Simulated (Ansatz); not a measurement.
Starting cell, CsPbCl₃ (cubic perovskite):

```
CELL_PARAMETERS angstrom
      5.61876     0.00000     0.00000
      0.00000     5.61876     0.00000
      0.00000     0.00000     5.61876
ATOMIC_POSITIONS crystal
  Cs 0.00000 0.00000 0.00000
  Pb 0.50000 0.50000 0.50000
  Cl 0.00000 0.50000 0.50000
  Cl 0.50000 0.50000 0.00000
  Cl 0.50000 0.00000 0.50000
```

In each cell atom 2 (Pb, nearest neighbour Cl at 2.809 Å; its periodic images, 5.6 Å or more away, move with it) moves by s·(0.707, 0.707, 0.000) (along Cartesian [110]), the rest being held.

All values below come from PBEsol (plane waves to 420 eV, PAW, scalar-relativistic; Ansatz, a quantum-chemistry and plane-wave program). k mesh 5×5×5 (Γ-centred), Fermi-Dirac smearing 0.05 eV. The energy includes the smearing's −TS. CsPbCl3 was relaxed with its symmetry unable to fall. Spin-orbit coupling is left out, though Pb is heavy. The PAW data are Ansatz's earlier set. This is a high-temperature form of CsPbCl3. The zero of ΔE is the undisplaced structure.

| s (Å) | ΔE (meV/cell) |
|---|---|
| -0.560 | 610 |
| -0.448 | withheld |
| -0.336 | 173 |
| -0.224 | 69 |
| -0.112 | 16 |
| 0.000 | 0 |
| 0.112 | 16 |
| 0.224 | 69 |
| 0.336 | 173 |
| 0.448 | withheld |
| 0.560 | 610 |

Task: Fit an even polynomial form (powers 2, 4) to the given rows and predict ΔE at s = 0.448.

Result: Least squares on the 9 given rows: ΔE = (1291)·s² + (2088)·s⁴, in meV/cell with s in Å; root-mean-square residual 0.6 meV/cell. At 0.448 the fit gives 343 meV/cell; the calculation gives 346 meV/cell, so the interpolation is off by -3 (-0.9 %). The quadratic term alone would give 259 meV/cell.

(A displaced cell: forces are minus the slopes of the energy, force constants its curvatures, and phonons follow from these.)
